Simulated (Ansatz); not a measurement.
Relaxed PbS (rock salt):

```
CELL_PARAMETERS angstrom
      0.00000     3.00445     3.00445
      3.00445     0.00000     3.00445
      3.00445     3.00445     0.00000
ATOMIC_POSITIONS crystal
  S  0.00000 0.00000 0.00000
  Pb 0.50000 0.50000 0.50000
```

Scan: atom 2 (Pb, nearest neighbour S at 3.004 Å; its periodic images, 4.2 Å or more away, move with it) is displaced along Cartesian [110], direction (0.707, 0.707, 0.000) in Cartesian axes, by s. The other atoms stay.

All values below come from PBE (plane waves to 420 eV, PAW, scalar-relativistic; Ansatz, a first-principles code). k mesh 8×8×8 (Γ-centred), Fermi-Dirac smearing 0.05 eV. Energies are smeared free energies. Stress and pressure are positive under compression. F∥ is the force on the atom along that direction. PbS was relaxed with its symmetry unable to fall. Spin-orbit coupling is left out, though Pb is heavy. ΔE is measured from the undisplaced structure.

```json
[
 {"s (Å)": "-0.600", "P (GPa)": "___", "F∥ (eV/Å)": "1.398", "ΔE (meV/cell)": "255.6"},
 {"s (Å)": "-0.480", "P (GPa)": "3.30", "F∥ (eV/Å)": "0.848", "ΔE (meV/cell)": "___"},
 {"s (Å)": "-0.360", "P (GPa)": "1.83", "F∥ (eV/Å)": "0.432", "ΔE (meV/cell)": "46.7"},
 {"s (Å)": "-0.240", "P (GPa)": "0.79", "F∥ (eV/Å)": "___", "ΔE (meV/cell)": "12.4"},
 {"s (Å)": "-0.120", "P (GPa)": "0.19", "F∥ (eV/Å)": "0.036", "ΔE (meV/cell)": "1.6"},
 {"s (Å)": "0.000", "P (GPa)": "-0.01", "F∥ (eV/Å)": "0.000", "ΔE (meV/cell)": "0.0"},
 {"s (Å)": "0.120", "P (GPa)": "0.19", "F∥ (eV/Å)": "-0.036", "ΔE (meV/cell)": "1.6"},
 {"s (Å)": "0.240", "P (GPa)": "0.79", "F∥ (eV/Å)": "___", "ΔE (meV/cell)": "12.4"},
 {"s (Å)": "0.360", "P (GPa)": "1.83", "F∥ (eV/Å)": "-0.432", "ΔE (meV/cell)": "46.7"},
 {"s (Å)": "0.480", "P (GPa)": "3.30", "F∥ (eV/Å)": "-0.848", "ΔE (meV/cell)": "___"},
 {"s (Å)": "0.600", "P (GPa)": "___", "F∥ (eV/Å)": "-1.398", "ΔE (meV/cell)": "255.6"}
]
```

**Question.** Some entries are withheld; supply them.

**Answer.** 
- -0.600, P (GPa): 5.21
- -0.480, ΔE (meV/cell): 122.0
- -0.240, F∥ (eV/Å): 0.165
- 0.240, F∥ (eV/Å): -0.165
- 0.480, ΔE (meV/cell): 122.0
- 0.600, P (GPa): 5.21

(For displaced atoms, the force is minus the slope of the energy, and its curvature is a force constant, which sets phonon frequencies.)
